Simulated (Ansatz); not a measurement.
AlIr:
```
AlIr
1.0
    0.00000     2.50404     2.50404
    2.50404     0.00000     2.50404
    2.50404     2.50404     0.00000
Ir Al
1 1
Direct
  0.00000   0.00000   0.00000
  0.50000   0.50000   0.50000
```

Relaxed with r²SCAN. Special points in fractions of this cell's reciprocal vectors: Γ (0.000, 0.000, 0.000); X (0.500, 0.000, 0.500); U (0.625, 0.250, 0.625); K (0.375, 0.375, 0.750); L (0.500, 0.500, 0.500); W (0.500, 0.250, 0.750).

Task: List the band energies nearest the Fermi level at these points for r²SCAN in the plane-wave PAW code Ansatz.

Result: In eV from the Fermi level; about four levels below and three above (degenerate sets whole), none deeper than 8.9 eV; … stands for higher levels left out; points with the same levels are listed once.

| k | below | above |
|---|---|---|
| Γ | -2.62 -2.62 -2.62 -2.34 -2.34 | … |
| X | -2.74 -1.53 -0.32 -0.32 | 0.53 … |
| U | -3.31 -2.46 -0.84 -0.64 | 1.09 2.05 … |
| L | -3.49 -3.49 -0.79 -0.79 | 0.37 … |
| W | -3.65 -3.65 -3.32 -0.32 -0.24 | 1.38 1.38 … |

Space group Fm-3m (rock salt). The start of the workflow was typed in or built on a structure type; neither database checked (COD, Materials Project) lists it. Whether it is the stable phase at ambient conditions was not checked. Symmetry was held in the r²SCAN relaxation. At this level the phase is mechanically unstable. No spin polarisation was allowed. The Fermi level of a semimetal is unsure by some 0.05 eV on such meshes. Spin–orbit coupling is left out wherever it is not named.

Potentials: the later of the program's two PAW sets.
